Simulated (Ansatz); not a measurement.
Starting cell, Be (hcp, Mg type):

```
Be
1.0
    4.52899     0.00000     0.00000
   -1.13225     1.96111     0.00000
    0.00000     0.00000     3.56090
Be
4
Cartesian
  0.00000   1.30741   2.67067
  2.26449   1.30741   2.67067
  1.13225   0.65370   0.89022
  3.39674   0.65370   0.89022
```

A phonon eigenvector at M = (0.5, 0.0, 0.0) is frozen into this cell: atom i moves by Q times the vector below, so Q is the largest atomic displacement, in Å. The cell is held. (q is in reciprocal vectors of the primitive cell; the cell shown is doubled to hold the pattern.)

```json
[
 {"atom": "Be1", "x": "0.000", "y": "0.000", "z": "-1.000"},
 {"atom": "Be2", "x": "0.000", "y": "0.000", "z": "1.000"},
 {"atom": "Be3", "x": "0.000", "y": "0.000", "z": "-1.000"},
 {"atom": "Be4", "x": "0.000", "y": "0.000", "z": "1.000"}
]
```

All values below come from PBE (plane waves to 420 eV, PAW, scalar-relativistic; Ansatz, a quantum-chemistry and plane-wave program). k mesh 23×23×13 (Γ-centred), Fermi-Dirac smearing 0.05 eV. Energies are smeared free energies. With partly filled bands, energies and forces of such displacements shift with the k mesh and the smearing. Be was relaxed with its symmetry unable to fall. The PAW data are Ansatz's earlier set. The zero of ΔE is the undisplaced structure. The last digit holds for this mesh only.

```json
[
 {"Q (Å)": "-0.1000", "ΔE (meV/cell)": "123.9"},
 {"Q (Å)": "-0.0833", "ΔE (meV/cell)": "85.4"},
 {"Q (Å)": "-0.0667", "ΔE (meV/cell)": "54.3"},
 {"Q (Å)": "-0.0500", "ΔE (meV/cell)": "30.4"},
 {"Q (Å)": "-0.0333", "ΔE (meV/cell)": "withheld"},
 {"Q (Å)": "-0.0167", "ΔE (meV/cell)": "3.4"},
 {"Q (Å)": "0.0000", "ΔE (meV/cell)": "0.0"},
 {"Q (Å)": "0.0167", "ΔE (meV/cell)": "3.4"},
 {"Q (Å)": "0.0333", "ΔE (meV/cell)": "withheld"},
 {"Q (Å)": "0.0500", "ΔE (meV/cell)": "30.4"},
 {"Q (Å)": "0.0667", "ΔE (meV/cell)": "54.3"},
 {"Q (Å)": "0.0833", "ΔE (meV/cell)": "85.4"},
 {"Q (Å)": "0.1000", "ΔE (meV/cell)": "123.9"}
]
```

Q: Fit an even polynomial form (powers 2, 4) to the given rows and predict ΔE at Q = -0.0333.

A: Least squares on the 11 given rows: ΔE = (12080)·Q² + (31020)·Q⁴, in meV/cell with Q in Å; root-mean-square residual 0.05 meV/cell. At -0.0333 the fit gives 13.4 meV/cell; the calculation gives 13.5 meV/cell, so the interpolation is off by -0.1 (-0.7 %). The quadratic term alone would give 13.4 meV/cell.

(For displaced atoms, the force is minus the slope of the energy, and its curvature is a force constant, which sets phonon frequencies.)
